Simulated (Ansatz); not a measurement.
Values for one crystal, relaxed and computed with DFT-PBEsol in the program Ansatz with PAW potentials; other levels are named.

| Property | Result |
|---|---|
| Volume per atom | 12.69 Å³ |
| Electronic character | metallic (no gap) |
| Bulk modulus (Birch–Murnaghan fit) | 180 GPa |
| Mechanical stability | stable (all eigenvalues of C positive) |
| Density of states at the Fermi level | 1.1 states/eV per atom (mean over ±0.08 eV) |
| Formation energy from the elements (no fitted shifts) | -0.40 eV/atom |
| Debye temperature from the elastic constants | 398 K |

**Question.** Which of these materials gives this?
A) TiCo, CsCl type
B) TiAl, R-3m (Al on 3a, Ti on 3b)
C) ScCo, CsCl type
D) MnAu, CsCl type

**Answer.** A, TiCo, CsCl type

Space group Pm-3m (CsCl type). The PBEsol relaxation kept the symmetry of its start. Magnetic state: ferromagnetic, chosen from 3 collinear starts compared on coarse meshes (ties went to the first, and starts can fall back to one state), not a proven ground state. As this level gives no gap, shear constants depend on the k-mesh and smearing (Fermi–Dirac, 0.1 eV here). The references are the lowest solids computed at this level, not always the standard phases.

Potentials: the later of the program's two PAW sets.
